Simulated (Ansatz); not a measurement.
KMgF₃:
```
KMgF3
1.0
    4.05424     0.00000     0.00000
    0.00000     4.05424     0.00000
    0.00000     0.00000     4.05424
K Mg F
1 1 3
Cartesian
  2.02712   2.02712   2.02712
  0.00000   0.00000   0.00000
  2.02712   0.00000   0.00000
  0.00000   2.02712   0.00000
  0.00000   0.00000   2.02712
```

Relaxed with PBE. Special points in fractions of this cell's reciprocal vectors: Γ (0.000, 0.000, 0.000); X (0.000, 0.500, 0.000); M (0.500, 0.500, 0.000); R (0.500, 0.500, 0.500).

List the band energies nearest the valence-band maximum at these points for DFT-PBE in the program Ansatz with PAW potentials.

In eV from the valence-band maximum; about four levels below and three above (degenerate sets whole), none deeper than 8.9 eV; points with the same levels are listed once.

| k | below | above |
|---|---|---|
| Γ | -0.58 -0.58 -0.58 -0.32 -0.32 -0.32 | 6.96 10.02 10.02 |
| X | -0.80 -0.80 -0.79 -0.50 -0.50 | 9.81 9.97 10.98 |
| M | -0.95 -0.95 -0.85 -0.85 -0.02 | 10.62 11.44 12.18 12.18 |
| R | -1.07 -1.07 0.00 0.00 0.00 | 10.26 10.26 10.26 |

Space group Pm-3m (cubic perovskite). The PBE relaxation kept the symmetry of its start.

Potentials: the later of the program's two PAW sets.
